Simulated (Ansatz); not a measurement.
Input and command of a plane-wave DFT calculation in Ansatz:

```yaml
crystal:
  lattice:
    - [3.263, 0.0, 0.0]
    - [0.0, 3.263, 0.0]
    - [0.0, 0.0, 3.263]
  atoms:
    - { symbol: Zr, position: [0.5, 0.5, 0.5] }
    - { symbol: Os, position: [0.0, 0.0, 0.0] }
basis:
  ecutwfc: 420
kpoints:
  mp_grid: { grid: [14, 14, 14] }
hamiltonian:
  xc: lda
scf:
  occupations: { method: gaussian, width: 0.1 }
output:
  forces: true
  stress: true
  eigenvalues: true
  write_density: true
  write_potential: true
  elf: true
  volumetric_format: npy
relax:
  adjacent_minimum: "off"
  f_tol: 0.005
  max_steps: 80
  cell: { stress_tol: 0.05 }
```

```bash
ansatz run input.yaml --threads 1 --pin off --max-ram 3072MiB --backend cpu --events-out ev --progress --plain --runs-dir out
```

Processor: Arm Neoverse V1, 1 thread, on a host shared with other jobs.

Task: How long does it run, and how much memory does it take?

Result: About 27 s on 1 thread of Arm Neoverse V1, on a shared host, peak memory 0.37 GiB. It solves 18 bands at 120 k points (the mesh reduced by symmetry) with about 691 plane waves (on the last cell), in 40 SCF iterations over 6 ionic steps.
